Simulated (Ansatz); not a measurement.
The start is a generated cell, Al built in the AFLOW prototype A_oP8_62_2c (A_c). A full variable-cell relaxation at zero pressure is run with r2SCAN (plane waves to 500 eV, PAW, scalar-relativistic; Ansatz, an electronic-structure program). The first steps use a 7×10×10 k-mesh.

Input geometry:
```yaml
crystal:
  lattice:
    - [6.52647, 0.00000, 0.00000]
    - [0.00000, 4.62622, 0.00000]
    - [0.00000, 0.00000, 4.78686]
  atoms:
    - { symbol: Al, position: [0.46400, 0.25000, 0.29200] }
    - { symbol: Al, position: [0.96400, 0.25000, 0.20800] }
    - { symbol: Al, position: [0.53600, 0.75000, 0.70800] }
    - { symbol: Al, position: [0.03600, 0.75000, 0.79200] }
    - { symbol: Al, position: [0.18100, 0.25000, 0.65800] }
    - { symbol: Al, position: [0.68100, 0.25000, 0.84200] }
    - { symbol: Al, position: [0.81900, 0.75000, 0.34200] }
    - { symbol: Al, position: [0.31900, 0.75000, 0.15800] }
```

**Question.** Which atoms feel the largest initial force, and how large is it?

**Answer.** 1.16 eV/Å, on Al1, Al2, Al3, Al4 (atoms numbered as listed).

**Question.** What symmetry does the relaxed structure have?

**Answer.** The space group goes from Pnma (No. 62) to I4/mmm (No. 139); the end is AFLOW prototype A_tI2_139_a (A_a), with 1 atom in the primitive cell.

**Question.** By how much does the energy per atom fall from start to end?

**Answer.** 0.31 eV/atom.

**Question.** How does the volume change?

**Answer.** -9.5 %, from 18.07 to 16.36 Å³/atom.

**Question.** Write out the relaxed structure.

**Answer.** 
Space group I4/mmm (No. 139); a = 3.431 Å, b = 3.431 Å, c = 2.779 Å, α = 90.00°, β = 90.00°, γ = 90.00°

```json
[
 {"atom": "Al", "site": "2b", "symmetry": "4/mmm", "x": "0.0000", "y": "0.0000", "z": "0.5000"}
]
```
(The calculation used a cell of 1 atom; values per cell refer to that cell.)

Final values are on a 21×21×21 k-mesh of the relaxed cell. No spin polarisation in the result.

The run could not lose the symmetry of its start, so the end can be a saddle point.

The relaxed structure here is a generated cell of Al: the first start was made by placing the elements on the sites of a structure type, and the end was not matched to a known phase here, so it may be hypothetical. Known forms of Al include space group No. 225.
